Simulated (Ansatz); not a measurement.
input.yaml

```yaml
crystal:
  lattice:
    - [1.879025239, -5.0697569509, 0.0]
    - [1.879025239, 5.0697569509, 0.0]
    - [0.0, 0.0, 4.0620529247]
  atoms:
    - { symbol: Ni, position: [0.5749175439, 0.4250824561, 0.25] }
    - { symbol: Ni, position: [0.4250824561, 0.5749175439, 0.75] }
    - { symbol: Bi, position: [0.8605135251, 0.1394864749, 0.25] }
    - { symbol: Bi, position: [0.1394864749, 0.8605135251, 0.75] }
basis:
  ecutwfc: 420
kpoints:
  mp_grid: { grid: [12, 12, 10] }
hamiltonian:
  xc: pbesol
scf:
  occupations: { method: gaussian, width: 0.1 }
output:
  forces: true
  stress: true
  eigenvalues: true
relax:
  adjacent_minimum: "off"
  f_tol: 0.01
  max_steps: 30
  cell: { stress_tol: 0.1, fix: [volume] }
```

Launched with
```bash
ansatz run input.yaml --threads 1 --pin off --max-ram 2560MiB --backend cpu --events-out ev --progress --plain --runs-dir out
```

These are results of DFT PBEsol, scalar-relativistic, plane waves, PAW in Ansatz, not measurements.

Abridged output (iterations and final results):

```
SCF iter   1: F=—  HF=-36093.817107 eV  |F-HF|=—  |Δ(HF+E_count)|=         —  Δρ=1.84e-2  dr2=1.82e-1  ethr=1.77e-3  ⟨swp⟩=6.6  Hψ=40851  notcnv=0  defer=16
SCF iter   2: F=—  HF=-36093.801512 eV  |F-HF|=—  |Δ(HF+E_count)|=   1.56e-2  Δρ=6.08e-3  dr2=2.57e-2  ethr=2.76e-4  ⟨swp⟩=2.0  Hψ=13534  notcnv=0  defer=180
SCF iter   3: F=—  HF=-36093.799468 eV  |F-HF|=—  |Δ(HF+E_count)|=   2.04e-3  Δρ=1.35e-3  dr2=2.26e-3  ethr=3.89e-5  ⟨swp⟩=1.0  Hψ=9840  notcnv=0  defer=180
SCF iter   4: F=—  HF=-36093.799227 eV  |F-HF|=—  |Δ(HF+E_count)|=   2.40e-4  Δρ=2.59e-4  dr2=1.04e-4  ethr=3.43e-6  ⟨swp⟩=2.0  Hψ=12855  notcnv=0  defer=180
SCF iter   5: F=—  HF=-36093.799214 eV  |F-HF|=—  |Δ(HF+E_count)|=   1.28e-5  Δρ=7.57e-5  dr2=8.01e-6  ethr=1.57e-7  ⟨swp⟩=1.5  Hψ=10998  notcnv=0  defer=180
SCF iter   6: F=—  HF=-36093.799219 eV  |F-HF|=—  |Δ(HF+E_count)|=   4.33e-6  Δρ=4.00e-5  dr2=9.06e-7  ethr=1.21e-8  ⟨swp⟩=2.1  Hψ=16340  notcnv=0  defer=180
SCF iter   7: F=—  HF=-36093.799219 eV  |F-HF|=—  |Δ(HF+E_count)|=   8.83e-8  Δρ=1.02e-5  dr2=1.12e-7  ethr=1.37e-9  ⟨swp⟩=2.2  Hψ=14074  notcnv=0  defer=180
SCF iter   8: F=-36093.799219 eV  HF=-36093.799219 eV  |F-HF|=1.38e-8  |Δ(HF+E_count)|=   1.54e-8  Δρ=4.75e-6  dr2=2.07e-8  ethr=1.52e-10  ⟨swp⟩=8.5  Hψ=44774  notcnv=0
SCF 1 converged in 8 iterations: F = -36093.799219 eV  dr2 = 2.07e-8
relax step   1: F+E_penalty+E_count = -36093.79921871 eV  Δ(F+E_penalty+E_count) = +0.000e0 eV  max|allowed force component| = 7.390e-2 eV/Å  Δτ_max = 0.0000 Å  P = -5.396 GPa  Ω = 77.392 Å³  fix = [volume]  reactions: volume -5.396 GPa (8 SCF iters, dr2 threshold 1.00e-7 eV, accepted)
Initial density: handed on by an earlier stage of this run
Initial wavefunctions: those handed on with the density
SCF iter   1: F=—  HF=-36093.798849 eV  |F-HF|=—  |Δ(HF+E_count)|=         —  Δρ=1.15e-3  dr2=1.06e-3  ethr=1.82e-6  ⟨swp⟩=2.9  Hψ=49262  notcnv=0
SCF iter   2: F=—  HF=-36093.798648 eV  |F-HF|=—  |Δ(HF+E_count)|=   2.01e-4  Δρ=6.34e-4  dr2=4.12e-4  ethr=1.61e-6  ⟨swp⟩=1.0  Hψ=10320  notcnv=0
SCF iter   3: F=—  HF=-36093.798523 eV  |F-HF|=—  |Δ(HF+E_count)|=   1.25e-4  Δρ=1.22e-4  dr2=1.49e-5  ethr=6.25e-7  ⟨swp⟩=2.0  Hψ=13386  notcnv=0
SCF iter   4: F=—  HF=-36093.798514 eV  |F-HF|=—  |Δ(HF+E_count)|=   8.85e-6  Δρ=4.78e-5  dr2=1.03e-6  ethr=2.26e-8  ⟨swp⟩=2.0  Hψ=13239  notcnv=0
SCF iter   5: F=-36093.798514 eV  HF=-36093.798514 eV  |F-HF|=1.03e-7  |Δ(HF+E_count)|=   1.44e-7  Δρ=1.29e-5  dr2=1.22e-7  ethr=1.56e-9  ⟨swp⟩=2.0  Hψ=18606  notcnv=0
SCF iter   6: F=-36093.798514 eV  HF=-36093.798514 eV  |F-HF|=5.42e-9  |Δ(HF+E_count)|=   2.15e-8  Δρ=3.26e-6  dr2=9.94e-9  ethr=1.85e-10  ⟨swp⟩=2.8  Hψ=37923  notcnv=0
SCF 2 converged in 6 iterations: F = -36093.798514 eV  dr2 = 9.94e-9
relax step   2: F+E_penalty+E_count = -36093.79851387 eV  Δ(F+E_penalty+E_count) = +7.048e-4 eV  max|allowed force component| = 1.133e-1 eV/Å  Δτ_max = 0.0219 Å  P = -5.126 GPa  Ω = 77.392 Å³  energy of the carried Pulay correction = -1.008e-17 eV  fix = [volume]  (6 SCF iters, dr2 threshold 3.41e-7 eV, rejected (line search))
SCF iter   1: F=—  HF=-36093.800802 eV  |F-HF|=—  |Δ(HF+E_count)|=         —  Δρ=7.98e-4  dr2=3.77e-4  ethr=5.62e-7  ⟨swp⟩=3.0  Hψ=49394  notcnv=0
SCF iter   2: F=—  HF=-36093.800731 eV  |F-HF|=—  |Δ(HF+E_count)|=   7.16e-5  Δρ=3.72e-4  dr2=1.33e-4  ethr=5.62e-7  ⟨swp⟩=1.0  Hψ=10320  notcnv=0
SCF iter   3: F=—  HF=-36093.800696 eV  |F-HF|=—  |Δ(HF+E_count)|=   3.46e-5  Δρ=8.75e-5  dr2=9.91e-6  ethr=2.02e-7  ⟨swp⟩=2.1  Hψ=14381  notcnv=0
SCF iter   4: F=—  HF=-36093.800702 eV  |F-HF|=—  |Δ(HF+E_count)|=   5.58e-6  Δρ=4.71e-5  dr2=2.22e-6  ethr=1.50e-8  ⟨swp⟩=2.0  Hψ=13579  notcnv=0
SCF iter   5: F=—  HF=-36093.800697 eV  |F-HF|=—  |Δ(HF+E_count)|=   4.63e-6  Δρ=1.07e-5  dr2=1.62e-7  ethr=3.36e-9  ⟨swp⟩=2.0  Hψ=13727  notcnv=0
SCF iter   6: F=—  HF=-36093.800697 eV  |F-HF|=—  |Δ(HF+E_count)|=   2.74e-8  Δρ=4.59e-6  dr2=1.68e-8  ethr=2.45e-10  ⟨swp⟩=2.2  Hψ=14821  notcnv=0
SCF iter   7: F=—  HF=-36093.800697 eV  |F-HF|=—  |Δ(HF+E_count)|=   3.91e-9  Δρ=1.54e-6  dr2=1.18e-9  ethr=2.54e-11  ⟨swp⟩=2.0  Hψ=16580  notcnv=0
SCF iter   8: F=-36093.800697 eV  HF=-36093.800697 eV  |F-HF|=2.91e-11  |Δ(HF+E_count)|=  7.28e-11  Δρ=3.71e-7  dr2=1.00e-10  ethr=1.00e-12  ⟨swp⟩=5.0  Hψ=40245  notcnv=0
SCF 3 converged in 8 iterations: F = -36093.800697 eV  dr2 = 1.00e-10
relax step   3: F+E_penalty+E_count = -36093.80069717 eV  Δ(F+E_penalty+E_count) = -1.478e-3 eV  max|allowed force component| = 3.144e-2 eV/Å  Δτ_max = 0.0084 Å  P = -5.216 GPa  Ω = 77.392 Å³  energy of the carried Pulay correction = -1.008e-17 eV  fix = [volume]  reactions: volume -5.216 GPa (8 SCF iters, accepted)
Basis set: ecut = 420 eV, 1503 PW (Γ), exchange–correlation on 80×80×60 points (8 copies of the dense FFT grid, shifted against one another)
SCF iter   1: F=—  HF=-36093.801339 eV  |F-HF|=—  |Δ(HF+E_count)|=         —  Δρ=1.02e-3  dr2=1.25e-3  ethr=2.02e-6  ⟨swp⟩=2.0  Hψ=46442  notcnv=0
SCF iter   2: F=—  HF=-36093.801091 eV  |F-HF|=—  |Δ(HF+E_count)|=   2.48e-4  Δρ=5.65e-4  dr2=4.98e-4  ethr=1.90e-6  ⟨swp⟩=1.0  Hψ=10320  notcnv=0
SCF iter   3: F=—  HF=-36093.800946 eV  |F-HF|=—  |Δ(HF+E_count)|=   1.46e-4  Δρ=1.01e-4  dr2=1.43e-5  ethr=7.55e-7  ⟨swp⟩=2.0  Hψ=13574  notcnv=0
SCF iter   4: F=—  HF=-36093.800940 eV  |F-HF|=—  |Δ(HF+E_count)|=   5.61e-6  Δρ=3.76e-5  dr2=8.49e-7  ethr=2.16e-8  ⟨swp⟩=2.1  Hψ=17212  notcnv=0
SCF iter   5: F=—  HF=-36093.800940 eV  |F-HF|=—  |Δ(HF+E_count)|=   1.18e-7  Δρ=1.77e-5  dr2=3.12e-7  ethr=1.29e-9  ⟨swp⟩=2.1  Hψ=17170  notcnv=0
SCF iter   6: F=-36093.800940 eV  HF=-36093.800940 eV  |F-HF|=1.59e-8  |Δ(HF+E_count)|=   5.31e-8  Δρ=5.77e-6  dr2=2.07e-8  ethr=9.36e-11  ⟨swp⟩=3.8  Hψ=43631  notcnv=0
SCF 4 converged in 6 iterations: F = -36093.800940 eV  dr2 = 2.07e-8
relax step   4: F+E_penalty+E_count = -36093.80093979 eV  Δ(F+E_penalty+E_count) = -2.426e-4 eV  max|allowed force component| = 1.498e-3 eV/Å  Δτ_max = 0.0078 Å  P = -5.126 GPa  Ω = 77.392 Å³  fix = [volume]  reactions: volume -5.126 GPa (6 SCF iters, dr2 threshold 6.18e-8 eV, accepted)
Initial wavefunctions: pseudopotential atomic-orbital guess (no wavefunctions were taken with the density)
SCF iter   1: F=—  HF=-36093.800933 eV  |F-HF|=—  |Δ(HF+E_count)|=         —  Δρ=1.11e-4  dr2=2.15e-7  ethr=2.48e-7  ⟨swp⟩=3.1  Hψ=70193  notcnv=0
SCF iter   2: F=—  HF=-36093.800938 eV  |F-HF|=—  |Δ(HF+E_count)|=   5.43e-6  Δρ=5.62e-5  dr2=5.97e-8  ethr=3.25e-10  ⟨swp⟩=2.4  Hψ=19236  notcnv=0
SCF iter   3: F=—  HF=-36093.800940 eV  |F-HF|=—  |Δ(HF+E_count)|=   1.77e-6  Δρ=1.40e-6  dr2=2.10e-9  ethr=9.05e-11  ⟨swp⟩=1.0  Hψ=10320  notcnv=0
SCF iter   4: F=—  HF=-36093.800940 eV  |F-HF|=—  |Δ(HF+E_count)|=  1.46e-10  Δρ=7.11e-7  dr2=7.87e-10  ethr=3.19e-12  ⟨swp⟩=2.4  Hψ=13953  notcnv=0
SCF iter   5: F=-36093.800940 eV  HF=-36093.800940 eV  |F-HF|=0.00e0  |Δ(HF+E_count)|=  8.73e-11  Δρ=1.08e-7  dr2=3.85e-12  ethr=1.19e-12  ⟨swp⟩=2.2  Hψ=13673  notcnv=0
SCF iter   6: F=-36093.800940 eV  HF=-36093.800940 eV  |F-HF|=7.28e-12  |Δ(HF+E_count)|=  7.28e-12  Δρ=4.90e-8  dr2=1.26e-12  ethr=1.00e-12  ⟨swp⟩=3.0  Hψ=34504  notcnv=0
SCF 5 converged in 6 iterations: F = -36093.800940 eV  dr2 = 1.26e-12
SCF converged after 6 iterations
Free energy (F): -36093.800940 eV
Harris-Foulkes:  -36093.800940 eV  (|F-HF|=7.28e-12)
Internal energy: -36093.788097 eV  (E = F + TS)
E sigma→0 (E₀):  -36093.794518 eV
Entropy (-TS):   -0.012843 eV (-3.211 meV/atom)
Fermi energy:    14.599274 eV
--- Per-component energies (eV) ---
  E_band       = -754.556414
  E_kinetic    = 1176.383146
  E_local      = -11403.137026  (includes V_loc(G=0)·N_el)
  E_nonlocal   = 2413.796346
  E_hartree    = 4606.812752
  E_xc         = -467.654500
  E_vxc        = -504.727624  (∫ρ·V_xc dr)
  E_paw        = -24225.120595  (= ΣΔE_a)
  E_vpaw       = -1650.496649  (= ΣTr[D̂ρ^β])
  E_aug_tail   = 0.000016  (compensation charges beyond the density's cutoff)
  E_ewald      = -8195.442317
  E_core_change = 0.574082  (= ΣΔE_core)
  E_smearing   = -0.012843  (= −TS)
--- Forces (eV/Å), atoms counted from 1 ---
  atom   1  Ni     0.00000000    -0.00153498     0.00000000
  atom   2  Ni     0.00000000     0.00153498     0.00000000
  atom   3  Bi     0.00000000     0.00098800     0.00000000
  atom   4  Bi     0.00000000    -0.00098800     0.00000000
--- Stress (GPa, compression-positive) ---
       -5.107634       0.000000       0.000000
        0.000000      -5.091664       0.000000
        0.000000       0.000000      -5.178149
  P = ⅓ Tr σ = -5.1258 GPa (-51.258 kbar)
--- Band table (eV; the first three rows and the last of 258) ---
  k-point 0: bands = ["-87.8047", "-87.7948", "-48.4116", "-48.3982", "-48.3677", "-48.3515", "-48.3465", "-48.3415", "-8.2023", "-8.1771", "-8.1443", "-8.1383", "-8.1185", "-8.1099", "-8.0884", "-8.0776", "-8.0761", "-8.0104", "1.1713", "4.7514", "9.5675", "12.2321", "12.3856", "12.4427", "12.5461", "12.6671", "12.7955", "12.8524", "13.2972", "13.4201", "13.6278", "14.0789", "15.0389", "15.4676", "16.4537", "17.6048", "17.6263", "18.5109", "20.3295", "22.0215"]
  k-point 1: bands = ["-87.8045", "-87.7950", "-48.4117", "-48.3989", "-48.3667", "-48.3512", "-48.3467", "-48.3418", "-8.2027", "-8.1706", "-8.1453", "-8.1351", "-8.1235", "-8.1177", "-8.0810", "-8.0770", "-8.0717", "-8.0147", "1.2550", "4.7048", "9.6583", "11.6072", "12.3854", "12.4039", "12.4342", "12.7868", "12.8169", "12.9795", "13.3400", "13.3829", "13.5882", "14.0477", "15.4094", "15.6779", "16.4132", "16.5259", "18.4316", "18.5427", "20.2513", "22.5730"]
  k-point 2: bands = ["-87.8038", "-87.7958", "-48.4118", "-48.4007", "-48.3642", "-48.3505", "-48.3473", "-48.3425", "-8.2018", "-8.1541", "-8.1486", "-8.1336", "-8.1303", "-8.1262", "-8.0759", "-8.0695", "-8.0631", "-8.0267", "1.5030", "4.5367", "9.9225", "10.7957", "12.1958", "12.4172", "12.4520", "12.6103", "12.9288", "13.0290", "13.2271", "13.3785", "13.5437", "13.9604", "15.3676", "15.7028", "16.2020", "16.7477", "18.5407", "19.0758", "20.6802", "23.0190"]
  k-point 257: bands = ["-87.7998", "-87.7998", "-48.4087", "-48.4087", "-48.3535", "-48.3535", "-48.3465", "-48.3465", "-8.1709", "-8.1709", "-8.1251", "-8.1251", "-8.1077", "-8.1077", "-8.0775", "-8.0775", "-8.0725", "-8.0725", "3.3914", "3.3914", "8.2180", "8.2180", "12.2398", "12.2398", "12.6319", "12.6319", "12.7804", "12.7804", "13.4842", "13.4842", "13.9772", "13.9772", "17.0673", "17.0673", "17.7576", "17.7576", "19.2681", "19.2681", "22.1839", "22.1839"]
--- Relaxed structure (4 steps of the walk, 3 accepted, 1 SCFs on fresh bases) ---
  F+E_penalty+E_count = -36093.80093973 eV   max|allowed force component| = 1.535e-3 eV/Å   (the final SCF, on the basis selected at the relaxed cell)
  cell:  # Å, volume = 77.3919 Å³
    - [1.87720702, -5.07437298, 0.0]
    - [1.87720702, 5.07437298, 0.0]
    - [0.0, 0.0, 4.06228858]
  atoms:
    - { symbol: Ni, position: [0.57331954, 0.42668045, 0.25] }
    - { symbol: Ni, position: [0.42668045, 0.57331954, 0.75000000] }
    - { symbol: Bi, position: [0.86137598, 0.13862401, 0.25] }
    - { symbol: Bi, position: [0.13862401, 0.86137598, 0.75000000] }
```

The relaxation met its thresholds.

Time: 3.8 min on 1 thread of Arm Neoverse V1, with other jobs on the host, peak memory 0.8 GiB.

Spin–orbit coupling is left out, which can shift energies with elements as heavy as these.